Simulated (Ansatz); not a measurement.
Ga:
```xyz
4
Lattice="2.2397 -3.7981 0.0000 2.2397 3.7981 0.0000 0.0000 0.0000 4.4858" Properties=species:S:1:pos:R:3 pbc="T T T"
Ga     2.2397    -1.1845     1.8689
Ga     2.2397     1.1845     2.6169
Ga     2.2397    -2.6136     4.1118
Ga     2.2397     2.6136     0.3740
```

Relaxed with PBEsol. Special points in fractions of this cell's reciprocal vectors: Γ (0.000, 0.000, 0.000); Y (-0.500, 0.500, 0.000); C0 (-0.337, 0.663, 0.000); Σ0 (0.337, 0.337, 0.000); Z (0.000, 0.000, 0.500); A0 (0.337, 0.337, 0.500); E0 (-0.337, 0.663, 0.500); T (-0.500, 0.500, 0.500); S (0.000, 0.500, 0.000); R (0.000, 0.500, 0.500).

Task: List the band energies nearest the Fermi level at these points for DFT-PBEsol in the program Ansatz with PAW potentials.

Result: In eV from the Fermi level; about four levels below and three above (degenerate sets whole), none deeper than 8.9 eV; points with the same levels are listed once.

| k | below | above |
|---|---|---|
| Γ | -3.76 -1.76 -1.68 -0.74 | 0.92 1.00 1.08 |
| Y | -4.10 -3.35 -1.69 -1.55 | 1.11 1.23 3.47 |
| C0 | -1.08 -1.05 -0.14 -0.04 | 1.04 2.05 2.86 |
| Z | -0.04 -0.04 0.00 0.00 | 0.10 0.10 2.11 2.11 |
| A0 | -6.08 -6.08 -3.70 -3.70 | 4.19 4.19 5.21 5.21 |
| T | -1.29 -1.29 -0.93 -0.93 | 6.86 6.86 8.08 8.08 |
| S | -3.43 -3.43 -1.37 -1.37 | 0.77 0.77 4.25 4.25 |
| R | -6.33 -6.33 -1.55 -1.55 | 0.55 0.55 7.35 7.35 |

Space group Cmce (α-Ga). Symmetry was held in the PBEsol relaxation; of distortions, only those at the zone centre were tested. Spin–orbit coupling is left out wherever it is not named.

Potentials: the earlier of the program's two PAW sets.
